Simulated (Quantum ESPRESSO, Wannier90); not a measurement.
# Wannierisation of AlP (zinc blende)

Cell from Materials Project (mp-1550), symmetrised, no further relaxation. COD (Crystallography Open Database) has an entry of this formula and space group (matched by these alone). Computed values, not measurements, from PBEsol: Quantum ESPRESSO (norm-conserving PseudoDojo potentials, cutoff 36 Ry, no spin polarisation, no spin-orbit coupling) on a Γ-centred 10×10×10 mesh, then Wannier90. Density: 10×10×10 mesh, cold smearing 0.01 Ry.

```
begin unit_cell_cart
ang
    0.0000000000    2.7364850000    2.7364850000
    2.7364850000    0.0000000000    2.7364850000
    2.7364850000    2.7364850000    0.0000000000
end unit_cell_cart
mp_grid = 10 10 10
```

Neighbour vectors b of the finite-difference formula (Å⁻¹), by shell:

```json
[
 {"shell": "1", "b_x": "0.11480", "b_y": "0.11480", "b_z": "-0.11480"},
 {"shell": "1", "b_x": "0.11480", "b_y": "-0.11480", "b_z": "0.11480"},
 {"shell": "1", "b_x": "-0.11480", "b_y": "0.11480", "b_z": "0.11480"},
 {"shell": "1", "b_x": "0.11480", "b_y": "0.11480", "b_z": "0.11480"},
 {"shell": "1", "b_x": "-0.11480", "b_y": "-0.11480", "b_z": "0.11480"},
 {"shell": "1", "b_x": "-0.11480", "b_y": "0.11480", "b_z": "-0.11480"},
 {"shell": "1", "b_x": "0.11480", "b_y": "-0.11480", "b_z": "-0.11480"},
 {"shell": "1", "b_x": "-0.11480", "b_y": "-0.11480", "b_z": "-0.11480"}
]
```

Problem. Find the weights w_b from the completeness condition Σ_b w_b b_α b_β = δ_αβ.

Solution. Shell 1: Σ b_x² = 0.105, Σ b_y² = 0.105, Σ b_z² = 0.105 Å⁻²
Each of the three diagonal sums, weighted, has to give 1 and the off-diagonal ones 0, which holds for w_1 = 9.48 Å². Check on xx: 9.48×0.105 = 1.00.

On this mesh the 4 functions of bands 1-4 (valence bands; start: s functions at the bond centres, conv_tol = 1.0e-7) end with spreads 1.8429, 1.8429, 1.8429, 1.8429 Å², Ω_I = 6.7115 Å² and Ω_D = 0.0027 Å².

Ω_total is the sum of the spreads, 7.372 Å². Ω_OD = Ω_total − Ω_I − Ω_D = 0.657 Å². Only (Ω_D + Ω_OD)/Ω_total = 9.0 % depends on the gauge, and another start could lower the total by that share at most. The rms radius is √(Ω_total/4) = 1.36 Å.
